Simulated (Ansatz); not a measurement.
Theory: Ansatz, DFT PBE, scalar-relativistic, plane waves, PAW. Settings: cutoff 420 eV, Γ-centred meshes spaced at most about 0.3 Å⁻¹, and about 0.25 Å⁻¹ or finer for metals (2π included), Gaussian smearing. No spin polarisation in the final relaxations.

These are static total energies at zero pressure. All come from trial cells, and lower structures may exist.

Task: Order these relaxed structures of Nb2SiB2 by energy, lowest first, with the energy over the lowest of them.
1.

```xyz
5
Lattice="3.8928 0.0000 0.0000 0.0000 3.8928 0.0000 0.0000 0.0000 5.5477" Properties=species:S:1:pos:R:3 pbc="T T T"
Nb    0.0000    0.0000    1.4885
Nb    0.0000    0.0000    4.0592
Si    1.9464    1.9464    2.7738
B     0.0000    1.9464    2.7738
B     1.9464    0.0000    2.7738
```

2.

```xyz
5
Lattice="-1.4484 1.4484 7.4625 1.4484 -1.4484 7.4625 1.4484 1.4484 -7.4625" Properties=species:S:1:pos:R:3 pbc="T T T"
Nb    0.0000    0.0000    5.6270
Nb    0.0000    0.0000    9.2979
Si    0.0000    0.0000    0.0000
B     0.0000    1.4484    3.7312
B     1.4484    0.0000    3.7312
```

3.

```xyz
5
Lattice="4.0675 0.0000 0.0000 -2.0338 3.5226 0.0000 0.0000 0.0000 4.6179" Properties=species:S:1:pos:R:3 pbc="T T T"
Nb    0.0000    2.3484    1.1181
Nb    2.0338    1.1742    3.4998
Si    0.0000    0.0000    2.3089
B     0.0000    2.3484    3.4569
B     2.0338    1.1742    1.1610
```

Result: 2 (0 meV/atom), 3 (121 meV/atom), 1 (722 meV/atom). Forms: 2 I4/mmm; 3 P-3m1; 1 P4/mmm.

Cells relaxed within their symmetry can be saddle points. Some candidate types were left out of the draw beforehand, so a known form may be missing.
